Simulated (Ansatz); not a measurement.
Ge₃N₄ in space group P6_3/m (No. 176; Ge on 6h, N on 2c, N on 6h), PBE in the plane-wave PAW code Ansatz, all energies at zero smearing, with the estimated change up to a 700 eV cutoff added, with one set of potentials and settings (totals compare only within such a set). Cell of 14 atoms (6 Ge, 8 N): -28842.058 eV.

```tsv
element	reference phase	E (eV/atom)
Ge	Fd-3m, 2 atoms in the cell	-4294.9847
N	Pa-3, 8 atoms in the cell	-384.0325
```

Formation energy per atom, worked out: (-28842.058 − 6×(-4294.9847) − 8×(-384.0325))/14 = 0.008 eV/atom (1 kJ per mol of atoms), at 0 K, without zero-point energy or fitted corrections.

Symmetry was held in the PBE relaxation. The references are the lowest solids computed at this level, not always the standard phases (solids in place of the gases).

Potentials: the later of the program's two PAW sets.
